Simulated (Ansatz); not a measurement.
Starting cell, Si (diamond):

```
CELL_PARAMETERS angstrom
      0.00000     5.44406     5.44406
      2.72203     0.00000     2.72203
      2.72203     2.72203     0.00000
ATOMIC_POSITIONS crystal
  Si 0.25000 0.50000 0.50000
  Si 0.75000 0.50000 0.50000
  Si 0.37500 0.75000 0.75000
  Si 0.87500 0.75000 0.75000
```

A phonon eigenvector at L = (0.5, 0.0, 0.0) is frozen into this cell: atom i moves by Q times the vector below, so Q is the largest atomic displacement, in Å. The cell is held. (q is in reciprocal vectors of the primitive cell; the cell shown is doubled to hold the pattern.)

```tsv
atom	x	y	z
Si1	-0.577	0.577	0.577
Si2	0.577	-0.577	-0.577
Si3	-0.577	0.577	0.577
Si4	0.577	-0.577	-0.577
```

These are r2SCAN (plane waves to 500 eV, PAW, scalar-relativistic; Ansatz, a program for electronic structure) values and carry that method's errors. k mesh 5×10×10 (Γ-centred), Fermi-Dirac smearing 0.05 eV. Energies are smeared free energies. Si was relaxed with its symmetry unable to fall. The PAW data are Ansatz's earlier set. The zero of ΔE is the undisplaced structure.

```csv
Q (Å),ΔE (meV/cell)
-0.100,370
-0.067,160
-0.033,40
0.000,0
0.033,40
0.067,160
0.100,370
```

Which DFPT wavenumber at L = (0.5, 0.0, 0.0) belongs to this mode?
(A) 118 cm⁻¹
(B) 414 cm⁻¹
(C) 492 cm⁻¹

B, 414 cm⁻¹. The curvature of the scan gives 414 cm⁻¹

(For displaced atoms, the force is minus the slope of the energy, and its curvature is a force constant, which sets phonon frequencies.)
